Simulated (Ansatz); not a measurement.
InBi:
Space group P4/nmm, origin choice 1 (No. 129); a = 4.8612 Å, b = 4.8612 Å, c = 5.3526 Å, α = 90.00°, β = 90.00°, γ = 90.00°

```json
[
 {"atom": "In", "site": "2a", "symmetry": "-4m2", "x": "0.0000", "y": "0.0000", "z": "0.0000"},
 {"atom": "Bi", "site": "2c", "symmetry": "4mm", "x": "0.5000", "y": "0.0000", "z": "0.3543"}
]
```

Relaxed with r²SCAN.

Q: Which orbitals make up the states near the Fermi level in r²SCAN (plane waves, PAW; program Ansatz)?

A: Within 0.5 eV of the Fermi level: Bi 6p 60 %, In 5p 23 %, In 5s 11 %. Projections are on Löwdin-orthogonalised atomic valence shells; empty p or d shells of many metals are not among them.

Q: Tabulate the density of states.

A: States/eV per cell of 4 atoms, in 0.25 eV bins, energy from the Fermi level.

```csv
E (eV),total,Bi 6p,In 5p,In 5s
-7.85,0.00,0.00,0.00,0.00
-7.60,0.00,0.00,0.00,0.00
-7.35,0.00,0.00,0.00,0.00
-7.10,0.00,0.00,0.00,0.00
-6.85,0.00,0.00,0.00,0.00
-6.60,0.00,0.00,0.00,0.00
-6.35,0.00,0.00,0.00,0.00
-6.10,0.95,0.36,0.12,0.37
-5.85,2.56,0.94,0.24,1.09
-5.60,3.55,1.22,0.31,1.66
-5.35,3.00,0.95,0.30,1.45
-5.10,2.18,0.62,0.25,1.05
-4.85,1.14,0.32,0.19,0.54
-4.60,0.70,0.20,0.14,0.32
-4.35,0.53,0.16,0.12,0.23
-4.10,0.40,0.12,0.10,0.17
-3.85,0.51,0.20,0.16,0.13
-3.60,0.82,0.40,0.29,0.12
-3.35,0.99,0.52,0.35,0.10
-3.10,1.22,0.67,0.43,0.10
-2.85,1.75,0.99,0.62,0.10
-2.60,2.50,1.43,0.89,0.11
-2.35,2.66,1.66,0.80,0.12
-2.10,2.43,1.54,0.65,0.15
-1.85,2.52,1.60,0.62,0.19
-1.60,3.00,1.86,0.71,0.29
-1.35,2.67,1.59,0.73,0.21
-1.10,2.78,1.75,0.68,0.21
-0.85,3.22,1.96,0.82,0.28
-0.60,2.71,1.72,0.70,0.14
-0.35,2.19,1.38,0.51,0.18
-0.10,1.10,0.71,0.24,0.10
0.15,0.65,0.37,0.15,0.10
0.40,1.00,0.52,0.25,0.18
0.65,0.94,0.44,0.22,0.24
0.90,1.13,0.47,0.23,0.37
1.15,1.64,0.67,0.35,0.51
1.40,2.04,0.84,0.48,0.55
1.65,1.96,0.81,0.49,0.48
1.90,2.33,0.92,0.72,0.46
2.15,2.47,0.99,0.84,0.39
2.40,1.70,0.73,0.59,0.20
2.65,2.10,0.82,0.84,0.20
2.90,2.80,1.06,1.22,0.18
3.15,3.19,1.23,1.42,0.18
3.40,3.71,1.32,1.78,0.20
3.65,3.47,1.14,1.82,0.15
3.90,3.01,1.05,1.49,0.13
4.15,3.55,1.23,1.77,0.14
4.40,3.31,1.17,1.62,0.13
4.65,2.39,0.80,1.23,0.05
```

The first step of the workflow began from a Materials Project structure, measured or hypothetical; the Crystallography Open Database files this formula in space group No. 129, but the cells were not matched. Whether it is the stable phase at ambient conditions was not checked. Symmetry was held in the r²SCAN relaxation; its stability against distortions is not shown here. Axis ratios of metals converge slowly with the k-mesh, so a and c are less sure than the volume. Spin–orbit coupling is left out wherever it is not named.

Potentials: the later of the program's two PAW sets.
